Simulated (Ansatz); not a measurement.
Given:

AlN (zinc blende)

```
CELL_PARAMETERS angstrom
      0.00000     4.40321     4.40321
      2.20161     0.00000     2.20161
      2.20161     2.20161     0.00000
ATOMIC_POSITIONS crystal
  N  0.37500 0.75000 0.75000
  N  0.87500 0.75000 0.75000
  Al 0.00000 0.00000 0.00000
  Al 0.50000 0.00000 0.00000
```

The atoms are displaced by Q × the pattern below (from a DFPT mode at L = (0.5, 0.0, 0.0), largest move 1; Q in Å), at fixed cell. It is one choice among 2 degenerate patterns. (q is in reciprocal vectors of the primitive cell; the cell shown is doubled to hold the pattern.)

```tsv
atom	x	y	z
N1	0.256	-0.466	0.721
N2	-0.256	0.466	-0.721
Al3	-0.285	0.520	-0.805
Al4	0.285	-0.520	0.805
```

The numbers are results of PBE (plane waves to 420 eV, PAW, scalar-relativistic; Ansatz, a quantum-chemistry and plane-wave program), not measurements. k mesh 13×13×13 (Γ-centred), Fermi-Dirac smearing 0.05 eV. Energies are smeared free energies. AlN was relaxed with its symmetry unable to fall. ΔE is measured from the undisplaced structure.

The scan covers Q from -0.100 to 0.100 Å in 13 points.

Problem. Which space group does the distorted structure have?

Solution. P1 (No. 1), lowered from F-43m.

Problem. What is the energy change at Q = 0.100 Å?

Solution. 71.4 meV/cell.

Problem. What harmonic wavenumber does the curvature at Q = 0 give?

Solution. 225 cm⁻¹.

(For displaced atoms, the force is minus the slope of the energy, and its curvature is a force constant, which sets phonon frequencies.)
